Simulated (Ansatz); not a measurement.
LiGeO4 single point

input.yaml (Ansatz 0.2.0)

```yaml
crystal:
  lattice:
    - [4.490787, 2.825002, 0.0]
    - [4.490787, -2.825002, 0.0]
    - [0.179701, 0.0, -4.493629]
  atoms:
    - { symbol: Li, position: [0.259, 0.259, 0.5142] }
    - { symbol: Li, position: [0.741, 0.741, 0.4858] }
    - { symbol: Ge, position: [0.7716, 0.2284, 0.0] }
    - { symbol: Ge, position: [0.2284, 0.7716, 0.0] }
    - { symbol: O, position: [0.3953, 0.9055, 0.6988] }
    - { symbol: O, position: [0.0945, 0.6047, 0.3012] }
    - { symbol: O, position: [0.6047, 0.0945, 0.3012] }
    - { symbol: O, position: [0.9055, 0.3953, 0.6988] }
    - { symbol: O, position: [0.1141, 0.1141, 0.2209] }
    - { symbol: O, position: [0.8859, 0.8859, 0.7791] }
    - { symbol: O, position: [0.4023, 0.4023, 0.8025] }
    - { symbol: O, position: [0.5977, 0.5977, 0.1975] }
  symmetry: { tolerance: 0.0003 }
kpoints:
  mp_grid: { grid: [5, 5, 5], shift: [0, 0, 0] }
  band_path:
    path:
      - [0.0, 0.0, 0.0]
      - [0.34908926, -0.34908926, 0.0]
      - [-0.34908926, -0.65091074, 0.0]
      - [-0.5, -0.5, 0.0]
      - [0.0, 0.0, 0.0]
      - [-0.5, -0.5, -0.5]
      - [-0.34118173, -0.65881827, -0.5]
      - [0.34118173, -0.34118173, -0.5]
      - [0.0, 0.0, -0.5]
      - [0.0, 0.0, 0.0]
      - [0.0, -0.5, -0.5]
    npoints: 6
magnetization:
  spin_polarized: false
scf:
  occupations: { method: fermi_dirac }
  lower_state_search: "off"
  max_iter: 200
hamiltonian:
  pseudopotentials: { kind: paw }
  xc: r2scan
basis:
  ecutwfc: 500
  fft_grid_basis: typed
output:
  forces: true
  stress: true
  eigenvalues: true
  populations: true
  elf: true
  write_potential: true
  volumetric_format: npy
  dos:
    e_range: [-12, 8]
    de: 0.05
    projected: { site_lists: { Ge: [Ge], Li: [Li], O: [O] } }
checkpoint:
  read: saved_state
```

The saved state is an earlier solution for the same cell, perhaps on another mesh. 

Excerpt of what it printed:

```
Pseudopotentials: kind: paw
Pseudopotential: Li, paw, valence charge 3, recommended cutoff 500 eV (meta_gga), Li.paw.azcp
Pseudopotential: Ge, paw, valence charge 14, recommended cutoff 500 eV (meta_gga), Ge.paw.azcp
Pseudopotential: O, paw, valence charge 6, recommended cutoff 500 eV (meta_gga), O.paw.azcp
Functional definition: r2SCAN
  exchange = r2scan_x(k0 = k0, k1 = k1, a1 = a1)
  correlation = r2scan_c
Crystal: 12 atoms, lattice volume = 114.017 Å³
Basis set: ecut = 500 eV, 2915 PW (Γ), exchange–correlation on 160×160×144 points (64 copies of the dense FFT grid, shifted against one another)
Bands: 53, of which v1, the nominal top of the filled ones, is band 41 counted from 1 (40 counted from 0)
Symmetry: 4 space group operations
Space group: C2/m (ITA 12), of the structure as read, at distance tolerance 1.5e-3 Å
k-points: 39 of 125
Initial density: read from a saved state, or passed on in memory by an earlier SCF of this step, an earlier step, the calling program or the single point that the run made first
Functional: x = r2scan, c = r2scan; τ floored in thin density (d = 2e-4 eV/Å³)
Free energy (F): -13550.6805 eV
Harris-Foulkes:  -13550.6805 eV  (|F-HF|=1.74e-8)
Internal energy: -13550.1912 eV  (E = F + TS)
E sigma→0 (E₀):  -13550.4359 eV
Entropy (-TS):   -0.4893 eV (-40.779 meV/atom)
Fermi energy:    4.6846 eV
--- Per-component energies (eV) ---
  E_band       = -645.3419
  E_kinetic    = 1653.6851
  E_local      = -7694.8115  (includes V_loc(G=0)·N_el)
  E_nonlocal   = 1171.2855
  E_hartree    = 3074.3555
  E_xc         = -734.0383
  E_vxc        = -996.6825  (∫ρ·V_xc dr)
  E_paw        = -5398.5002  (= ΣΔE_a)
  E_vpaw       = -992.2821  (= ΣTr[D̂ρ^β])
  E_aug_tail   = 0.0076  (compensation charges beyond the density's cutoff)
  E_vtau       = 64.7419  (kinetic-family band-sum trace: ∫τ·v_τ [+ j·A + Jᵃ·Aᵃ] dr)
  E_ewald      = -5619.7479
  E_core_change = -2.4271  (= ΣΔE_core)
  E_smearing   = -0.4893  (= −TS)
--- Forces (eV/Å), atoms counted from 1 ---
  atom   1  Li     0.1541     0.0000     0.2137
  atom   2  Li    -0.1541     0.0000    -0.2137
  atom   3  Ge     0.0000    -2.7929     0.0000
  atom   4  Ge     0.0000     2.7929     0.0000
  atom   5  O     -1.5360    -0.0685    -1.5642
  atom   6  O      1.5360    -0.0685     1.5642
  atom   7  O      1.5360     0.0685     1.5642
  atom   8  O     -1.5360     0.0685    -1.5642
  atom   9  O     -2.2303     0.0000     1.9519
  atom  10  O      2.2303     0.0000    -1.9519
  atom  11  O      1.1223     0.0000    -1.1934
  atom  12  O     -1.1223     0.0000     1.1934
--- Stress (GPa, compression-positive) ---
       -6.2027       0.0000       3.1195
        0.0000       3.2477       0.0000
        3.1195       0.0000      -6.0959
  P = ⅓ Tr σ = -3.0170 GPa (-30.170 kbar)
--- Löwdin populations: 12 sites ---
  site symbol       q [e]
     0     Li      2.2610
     1     Li      2.2610
     2     Ge     12.4714
     3     Ge     12.4714
     4      O      6.5098
     5      O      6.5098
     6      O      6.5098
     7      O      6.5098
     8      O      6.5473
     9      O      6.5473
    10      O      6.5178
    11      O      6.5178
  spilling = 0.0045 (of n_electrons = 82.0000)
```

Total energies depend on the potentials used, so only differences within one code and one set of settings carry meaning.

Origin: a known structure type with other elements, at an estimated volume, so it need not be a known compound. Caveats: many states at the Fermi level without spin polarisation, so a magnetic state may lie lower; atoms or cell far from equilibrium.
